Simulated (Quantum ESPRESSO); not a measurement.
## GaIn2AlP4 (convergence and cost over cutoff and k mesh)

A calculation, not a measurement. The program is pw.x of Quantum ESPRESSO 7.5 (plane-wave density functional theory). The cell is made up: 8 atoms on a zincblende/diamond lattice, with randomly drawn elements, strain and displacements, not relaxed. PseudoDojo standard norm-conserving files (v0.5 for PBE, v0.4.1 for LDA and PBEsol) set the functional; there is no spin polarisation, spin-orbit coupling or dispersion term, and the masses in the input are unused placeholders.

Input of the run in row 2:

```
&control calculation='scf', pseudo_dir='./dojo.nc.sr.pbe.v0_5.standard.upf', outdir='./o', disk_io='low', tprnfor=.true., tstress=.true. /
&system ibrav=0, nat=8, ntyp=4, nbnd=37, ecutwfc=79.96652505, nosym=.true., tot_charge=0,
 occupations='smearing', smearing='fd', degauss=0.0018374661
/
&electrons conv_thr=7.350e-09, electron_maxstep=60, /
ATOMIC_SPECIES
Al 1.0 Al.upf
Ga 1.0 Ga.upf
In 1.0 In.upf
P 1.0 P.upf
CELL_PARAMETERS angstrom
5.6643 -0.0351 0.032
-0.0351 5.7112 0.0403
0.032 0.0403 5.7059
ATOMIC_POSITIONS angstrom
Ga 0.0688 0.0702 0.029
In -0.0441 2.9053 2.946
Al 2.836 0.0317 2.793
In 2.8205 2.8832 -0.0244
P 1.4099 1.4234 1.4524
P 1.5674 4.3677 4.3008
P 4.2659 1.4831 4.3076
P 4.2069 4.1298 1.4759
K_POINTS automatic
4 4 4 1 1 1
```

The same cell was run at these settings. Meshes are shifted by half a step, and differences are from the last row, which is itself not exact.

| cutoff (eV) | k mesh | k points solved | threshold (eV) | free energy less the last row's (eV) | pressure (GPa) | largest stress difference (GPa) | largest force difference (eV/Å) | iterations | wall time (s) | k-point pools | processor |
| --- | --- | --- | --- | --- | --- | --- | --- | --- | --- | --- | --- |
| 762 | 2 x 2 x 2 | 4 | 1e-04 | 2.281 | -11.17 | 14.66 | 0.039 | 7 | 13 | 4 | Intel Xeon, 2023 or later |
| 1088 | 4 x 4 x 4 | 32 | 1e-07 | 0.007 | 3.44 | 0.01 | 0.001 | 10 | 91 | 4 | Intel Xeon, 2023 or later |
| 1377 | 6 x 6 x 6 | 108 | 1e-07 | 0.000 | 3.44 | 0.00 | 0.000 | 10 | 364 | 4 | Intel Xeon, 2023 or later |

Each pool is one process. Wall times include start-up and a band step at six k points, which weighs most on the coarsest meshes. The runs were on shared virtual cores whose load varied, so times are rough.